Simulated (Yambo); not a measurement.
Yambo run on BaCuSF (space group P4/nmm, No. 129). The wavefunctions are norm-conserving PBEsol (Quantum ESPRESSO, 92 Ry, without SOC) ones on a 4×4×1 mesh (42 occupied bands); a = b = 4.130 Å, c = 9.106 Å, α = β = γ = 90.00°.

Yambo input:

```
rim_cut
HF_and_locXC
RandQpts= 1000000
RandGvec= 1 Ry
EXXRLvcs= 92 Ry
VXCRLvcs= 368 Ry
% QPkrange
 1 | 1 | 42 | 43 |
 3 | 3 | 42 | 43 |
 6 | 6 | 42 | 43 |
%
```

k points by index: 1 = Γ, 3 = X, 6 = M.

Table of the .hf output:

```
#    K-point    Band    Eo [eV]    Ehf [eV]    Vxc [eV]    Vnlxc [eV]
#
    1    42    0.000000    -5.123572    -23.75206    -28.87563
    1    43    1.510112    5.209872    -13.79329    -10.09353
    3    42    -0.577010    -6.609613    -25.21792    -31.25052
    3    43    2.174959    6.466684    -12.45859    -8.166868
    6    42    -1.065493    -9.204750    -30.73206    -38.87131
    6    43    3.047606    7.084584    -13.24809    -9.211109
```
Exchange alone, without screening.

Geometry of the Materials Project entry, not relaxed at this level.

The structure is a Materials Project entry; no match was found in the copy of COD used, and its stability was not checked.
